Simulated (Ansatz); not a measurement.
CdSe (wurtzite)

```
CdSe
1.0
    4.33966     0.00000     0.00000
   -2.16983     3.75825     0.00000
    0.00000     0.00000     7.07826
Cd Se
2 2
Direct
  0.66667   0.33333   0.00054
  0.33333   0.66667   0.50054
  0.66667   0.33333   0.62466
  0.33333   0.66667   0.12466
```

The volume is varied about the relaxed value V₀ at fixed cell shape. The atoms relax within the cell's symmetry.

All values below come from r2SCAN (plane waves to 500 eV, PAW, scalar-relativistic; Ansatz, a first-principles code). k mesh 9×9×5 (Γ-centred), Fermi-Dirac smearing 0.05 eV. The energy includes the smearing's −TS. Compression counts positive. With the shape held, the modulus is that of even scaling; a crystal free to change shape is softer. CdSe was relaxed with its symmetry unable to fall. The PAW data are Ansatz's earlier set. ΔE is measured from the relaxed starting cell.

```tsv
V (Å³/atom)	ΔE (meV/atom)
27.129	18.8
27.418	withheld
27.706	8.1
27.995	4.5
28.284	2.0
28.572	0.5
28.861	0.0
29.149	0.4
29.438	1.8
29.727	3.9
30.015	6.8
30.304	10.5
30.592	14.9
```

Task: Fit a third-order Birch-Murnaghan form (E₀, V₀, B₀, B₀′ free) to the given rows and predict ΔE at V = 27.418.

Result: Least squares on the 12 given rows: ΔE = E₀ + (9V₀B₀/16)·y²·[2 + (B₀′ − 4)y], y = (V₀/V)^(2/3) − 1, with V₀ = 28.869 Å³/atom, B₀ = 51.41 GPa (160.2 GPa = 1 eV/Å³; the term in eV is multiplied by 1000), B₀′ = 4.31, E₀ = 0.01 meV/atom; root-mean-square residual 0.02 meV/atom. At 27.418 the fit gives 12.8 meV/atom; the calculation gives 12.8 meV/atom, the same to the digits shown. For the pressure the fit gives 2.96 GPa against the computed 2.97 GPa.

(Under strain, the slope of the energy per volume gives the stress and its curvature an elastic modulus.)
